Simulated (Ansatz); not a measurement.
HfC:
```yaml
crystal:
  lattice:
    - [0.00000, 2.30336, 2.30336]
    - [2.30336, 0.00000, 2.30336]
    - [2.30336, 2.30336, 0.00000]
  atoms:
    - { symbol: C, position: [0.00000, 0.00000, 0.00000] }
    - { symbol: Hf, position: [0.50000, 0.50000, 0.50000] }
```

Relaxed with PBEsol. Special points in fractions of this cell's reciprocal vectors: Γ (0.000, 0.000, 0.000); X (0.500, 0.000, 0.500); U (0.625, 0.250, 0.625); K (0.375, 0.375, 0.750); L (0.500, 0.500, 0.500); W (0.500, 0.250, 0.750).

List the band energies nearest the Fermi level at these points for the program Ansatz at the PBEsol level (PAW).

In eV from the Fermi level; about four levels below and three above (degenerate sets whole), none deeper than 8.9 eV; points with the same levels are listed once.

| k | below | above |
|---|---|---|
| Γ | – | 1.12 1.12 1.12 |
| X | -2.56 -1.93 | 0.00 0.00 5.45 |
| U | -3.58 -2.73 -1.65 | 1.60 5.93 6.33 |
| L | -8.31 -6.30 -3.10 -3.10 | 5.44 5.44 5.93 |
| W | -3.04 -2.74 -2.74 | 3.75 3.75 6.95 |

Space group Fm-3m (rock salt). The PBEsol relaxation kept the symmetry of its start; of distortions, only those at the zone centre were tested. The run is not spin-polarised. Scalar-relativistic: spin–orbit coupling is off unless named, which matters more the heavier the elements.

Potentials: the later of the program's two PAW sets.
